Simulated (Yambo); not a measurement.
Yambo run on Mg$_{2}$FeH$_{6}$ (space group Fm-3m, No. 225). The wavefunctions come from this Quantum ESPRESSO step (LDA, PseudoDojo standard norm-conserving files, scalar-relativistic):

```
&CONTROL
  calculation = 'nscf'
  pseudo_dir = './pseudo'
  outdir = './out'
/
&SYSTEM
  ibrav = 0
  nat = 9
  ntyp = 3
  ecutwfc = 90.0
  ecutrho = 360.0
  occupations = 'fixed'
  force_symmorphic = .true.
  nbnd = 128
/
&ELECTRONS
  conv_thr = 9.000000000000001e-09
  diago_full_acc = .true.
  diago_thr_init = 1e-08
/
ATOMIC_SPECIES
H 1.0080 H.upf
Mg 24.3050 Mg.upf
Fe 55.8450 Fe.upf
CELL_PARAMETERS angstrom
  0.000000000000   3.177530000000   3.177530000000
  3.177530000000   0.000000000000   3.177530000000
  3.177530000000   3.177530000000   0.000000000000
ATOMIC_POSITIONS crystal
H   0.757030000000   0.242970000000   0.757030000000
H   0.242970000000   0.757030000000   0.242970000000
H   0.757030000000   0.242970000000   0.242970000000
H   0.242970000000   0.757030000000   0.757030000000
H   0.757030000000   0.757030000000   0.242970000000
H   0.242970000000   0.242970000000   0.757030000000
Mg   0.250000000000   0.250000000000   0.250000000000
Mg   0.750000000000   0.750000000000   0.750000000000
Fe   0.000000000000   0.000000000000   0.000000000000
K_POINTS automatic
4 4 4 0 0 0
```

Yambo input:

```
rim_cut
gw0
dyson
el_el_corr
HF_and_locXC
ppa
em1d
RandQpts= 1000000
RandGvec= 1 Ry
EXXRLvcs= 90 Ry
VXCRLvcs= 360 Ry
Chimod= "HARTREE"
% BndsRnXp
 13 | 126 |
%
NGsBlkXp= 8 Ry
% LongDrXp
 1.0 | 1.0 | 1.0 |
%
PPAPntXp= 27.2114 eV
% GbndRnge
 1 | 126 |
%
GTermKind= "BG"
DysSolver= "n"
ExtendOut
% QPkrange
 7 | 7 | 21 | 22 |
 8 | 8 | 21 | 22 |
%
```

k points by index: 7 = X, 8 = W.

The o-*.qp file then holds:

```
#    K-point    Band    Eo [eV]    E [eV]    E-Eo [eV]    Vxc [eV]    Vnlxc [eV]    Sc|Eo [eV]    Sc|E [eV]    dSc/dw|Eo [eV]    Re(Z)    Im(Z)
#
    7    21    -0.224583E-3    -0.027048    -0.026823    -25.32181    -30.62123    5.262136    5.272605    -10.54332    0.720736    -0.001984
    7    22    1.714474    2.777684    1.063210    -21.76255    -16.35523    -4.008258    -4.344110    -8.594574    0.759965    -0.001620
    8    21    0.000000    -0.025511    -0.025511    -25.32344    -30.62333    5.264412    5.274374    -10.54381    0.720727    -0.001985
    8    22    2.896499    3.776840    0.880341    -19.29249    -13.93397    -4.217240    -4.478176    -8.067864    0.771292    0.004091
```
(The two width columns are left out.) Convergence of these settings isn't established.

Geometry of the Materials Project entry, not relaxed at this level.

The runs are not spin-polarised; magnetic order was not tried.
